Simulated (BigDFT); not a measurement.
# Parameter sweep on the molecule C2Br3Cl

```xyz
6

Cl    -1.1909    -1.8028     0.4046
C     -0.6489    -0.1595     0.1778
Br    -1.9955     1.1205     0.4632
C      0.6215     0.1302    -0.1691
Br     1.9545    -1.1740    -0.4497
Br     1.2593     1.8857    -0.4268
```
Charge 0, spin multiplicity 1.

Base run A: LDA (Teter-Pade), Daubechies wavelet basis, HGH (Krack) norm-conserving potentials made for LDA, isolated boundary conditions in BigDFT, self-consistent single point.

Its settings: basis = Daubechies wavelets; dft.hgrids = 0.35 bohr; dft.rmult = 5 8; dft.ixc = 1; potentials = built-in HGH-K LDA; boundary_conditions = free; dft.gnrm_cv = 1e-05; dft.itermax = 80; dft.idsx = 6; dft.nrepmax = 3.

The grid can part forces that symmetry would make equal. Forces above 1 eV/Å remain at this geometry. The geometry comes from a cheaper method or was typed, in some cases with atoms then moved at random; it is not relaxed at this level, and the species need not be a known compound. A coarse multiplier of 5 or less cuts the tails of heavy atoms' orbitals, which raises levels.

ΔF is the free energy per atom less that of run A. 

Run A gave: largest force (eV/Å) 1.265; basis size 175314; rough cost (cheapest run = 1) 2.

Runs:
- B: dft.rmult = 5 3
- C: dft.rmult = 5 4
- D: dft.rmult = 5 5
- E: dft.rmult = 5 6
- F: dft.rmult = 5 7
- G: dft.rmult = 5 10
- H: dft.rmult = 5 12

Q: What does run B change against A?

A: The free energy rises by 19.7 meV/atom and the largest force goes from 1.265 to 1.240 eV/Å.

Q: What does run D change against A?

A: The free energy goes up by 1.3 meV/atom and the largest force moves little (1.265 to 1.259 eV/Å).

Q: What does run C change against A?

A: The free energy rises by 6.0 meV/atom and the largest force goes from 1.265 to 1.245 eV/Å.

```
run  ΔF (meV/atom)  largest force (eV/Å)  basis size  rough cost (cheapest run = 1)
---  -------------  --------------------  ----------  -----------------------------
A             0.00                 1.265      175314                              2
B             19.7                 1.240       82571                              1
C              6.0                 1.245       90138                              1
D             1.31                 1.259      102423                              2
E             0.11                 1.264      121106                              2
F             0.02                 1.265      145193                              2
G             0.00                 1.265      248954                              3
H             0.00                 1.265      343041                              3
```
